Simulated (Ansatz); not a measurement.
## MgH12SO9: 33S NMR of the central transition

Cell: a computed structure from the Materials Project (it need not be an observed phase).

Space group R3:H (No. 146); a = 8.8423, c = 9.1639 Å, γ = 120.00°.

| site | Wyckoff | site symmetry | x | y | z |
| --- | --- | --- | --- | --- | --- |
| Mg | 3a | 3. | 0.0000 | 0.0000 | 0.9909 |
| H2 | 9b | 1 | 0.7348 | 0.6525 | 0.4496 |
| H5 | 9b | 1 | 0.0228 | 0.1806 | 0.2430 |
| H8 | 9b | 1 | 0.2380 | 0.3626 | 0.4953 |
| H11 | 9b | 1 | 0.4470 | 0.4815 | 0.4982 |
| S | 3a | 3. | 0.0000 | 0.0000 | 0.4953 |
| O15 | 9b | 1 | 0.6655 | 0.5240 | 0.4703 |
| O18 | 9b | 1 | 0.3371 | 0.4696 | 0.5377 |
| O21 | 9b | 1 | 0.0494 | 0.1789 | 0.4240 |

One atom of each set is listed; the run and its k-mesh use a cell of 23 atoms with edges of 5.95, 5.95, 5.95 Å.

All values are calculated (Ansatz; DFT, PBE, plane waves and PAW (field gradients read without the response of the frozen cores, which leaves them typically 4 to 6 % off), scalar-relativistic, 420 eV cutoff, Γ-centred 4×4×4 k-points, Fermi–Dirac smearing 0.02 eV), not measured.

33S has I = 3/2 and Q = -69.40 mb (Pyykkö 2018); at 28.2 T its Larmor frequency is ν₀ = 92.3 MHz. Only the quadrupole interaction is simulated: positions count from each site's isotropic chemical shift, and shift anisotropy, dipolar and J coupling are left out.

Problem. Simulate the second-order pattern (static powder, Gaussian broadening 80 kHz) of site S (3 O at 1.56 Å).

Solution. The calculation gives C_Q = 34.8 MHz and η = 0.00, so ν_Q = 17.4 MHz and the centre of gravity lies at -3556 ppm (-328 kHz).

```
offset (kHz)  height
     -1205.5       0
     -1155.9      12
     -1106.4      69
     -1056.8     100
     -1007.3      73
      -957.7      55
      -908.2      47
      -858.6      42
      -809.1      38
      -759.5      36
      -710.0      34
      -660.4      32
      -610.9      31
      -561.3      30
      -511.8      29
      -462.2      29
      -412.7      28
      -363.1      27
      -313.5      27
      -264.0      27
      -214.4      27
      -164.9      27
      -115.3      26
       -65.8      27
       -16.2      25
        33.3      22
        82.9      21
       132.4      22
       182.0      23
       231.5      24
       281.1      25
       330.6      27
       380.2      30
       429.7      33
       479.3      39
       528.8      51
       578.4      71
       627.9      49
       677.5       8
       727.0       0
```

An axis of threefold or higher order runs through S, so V_zz lies along it and η is zero.

With ν_Q/ν₀ up to 0.19, terms beyond second order are no longer negligible.
